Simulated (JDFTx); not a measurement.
System: arsenic trifluoride, AsF3 (SMILES F[As](F)F), charge 0, multiplicity 1; geometry: optimised with GFN2-xTB in vacuum (no frequencies checked; largest PBE force component 1.5 eV/Å). Bond lengths (Å): F1–As2 1.720, As2–F3 1.720, As2–F4 1.720. Bond angles (°): F1–As2–F3 92.8, F1–As2–F4 92.8, F3–As2–F4 92.8.

Level of theory: PBE, GBRV ultrasoft potentials, plane waves to 20/100 Ha; code: a modified build of JDFTx. Liquid: CANDLE, water, 1 M KF. The liquid run sits in a periodic box with 3.75 Å from the outermost atoms to the faces; the vacuum run is isolated. The box matters at about 0.01 eV. Solvation energy here means the total energy in the continuum liquid minus that in vacuum, same nuclei, nothing added for thermal motion or standard states.

The values are those of the intact species: the continuum can't coordinate to it or react with it.

```yaml
solvation_energy: -5.7 kcal/mol
"part: cavitation term of the fluid": 9.2 kcal/mol
"part: dispersion term of the fluid": -7.4 kcal/mol
"part: electrostatic term of the fluid": -9.6 kcal/mol
"part: distortion of the solute's electrons": 2.0 kcal/mol
dipole_moment_in_vacuum: 2.80 D
dipole_moment_in_the_liquid: 4.00 D
"highest occupied level in vacuum (zero: vacuum level)": -8.81 eV
"highest occupied level in the liquid (zero: bulk electrolyte)": -8.27 eV
volume of the model's cavity: 183.2 Å³
rough_cost_vacuum_and_liquid_run: 60 s and 70 s of core time
```
